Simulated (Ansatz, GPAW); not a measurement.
Given: the input of a run of Ansatz 0.2.0 on NbTe. The cell comes from a database or a generator and needn't be the stable form of this composition.

Contents of input.yaml:

```yaml
crystal:
  lattice:
    - [3.7029743866, 0.0, 0.0]
    - [-1.8514871933, 3.2068698884, 0.0]
    - [0.0, 0.0, 3.694211]
  atoms:
    - { symbol: Te, position: [0.6666666667, 0.3333333333, 0.0] }
    - { symbol: Nb, position: [0.0, 0.0, 0.5] }
kpoints:
  mp_grid: { grid: [8, 8, 7] }
scf:
  occupations: { method: fermi_dirac, width: 0.05 }
hamiltonian:
  xc: pbe
  pseudopotentials: { kind: all_electron, lapw: { basis_error: 0.001 } }
output:
  forces: true
  stress: true
  eigenvalues: true
  populations: true
```

Potentials or basis: all-electron LAPW, scalar-relativistic.

The run is started by

```bash
$ ansatz run input.yaml --threads 1 --pin off --max-ram 3072MiB --backend cpu --events-out ev --progress --plain --runs-dir out
```

Question: Set up the same calculation for GPAW 26.7.0 (ASE script). Potentials or basis there: GPAW PAW data sets (gpaw-data 1.2.1), cutoff 600 eV.

Answer: As run (cutoffs and basis follow the program's own potentials, and thresholds, step limits or extra output files can differ):

Contents of run.py:

```python
from ase import Atoms
from ase.dft.bandgap import bandgap
from ase.io import write
from ase.units import Bohr, GPa
from gpaw import GPAW, PW
from gpaw.elf import elf_from_dft_calculation

atoms = Atoms(['Te', 'Nb'],
              cell=[[3.7029743866, 0.0, 0.0],
                    [-1.8514871933, 3.2068698884, 0.0],
                    [0.0, 0.0, 3.694211]],
              scaled_positions=[[0.6666666667, 0.3333333333, 0.0],
                                [0.0, 0.0, 0.5]],
              pbc=True)

calc = GPAW(mode=PW(600),
            xc='PBE',
            kpts={'size': (8, 8, 7), 'gamma': True},
            occupations={'name': 'fermi-dirac', 'width': 0.05},
            nbands=20,
            convergence={'density': 1e-05, 'energy': 1e-05},
            maxiter=150,
            txt='gpaw.txt')
atoms.calc = calc
energy = atoms.get_potential_energy()
forces = atoms.get_forces()
stress = atoms.get_stress()
calc.write('gs.gpw')
write('result.traj', atoms)
print(f'Energy: {energy:.6f} eV')
print('Forces (eV/A):')
print(forces.round(4))
print('Stress (GPa):', (stress / GPa).round(3))
print('Fermi level:', round(calc.get_fermi_level(), 4), 'eV')
print(f'Gap: {bandgap(calc)[0]:.4f} eV, direct: {bandgap(calc, direct=True)[0]:.4f} eV')

# fields on the real-space grid
write('density.cube', atoms, data=calc.get_pseudo_density() * Bohr**3)
write('potential.cube', atoms, data=calc.get_electrostatic_potential())
write('elf.cube', atoms, data=elf_from_dft_calculation(calc).data)
```

Potentials or basis: GPAW PAW data sets (gpaw-data 1.2.1), pw.

The run is started by

```sh
$ OMP_NUM_THREADS=1 python run.py
```

Both were run:

|  | Ansatz | GPAW |
| --- | --- | --- |
| Pressure | -0.6 GPa | -1.5 GPa |

Where Ansatz's input types no cutoff or centring, it takes its own default and a Γ-centred mesh.

Pressure is positive in compression.
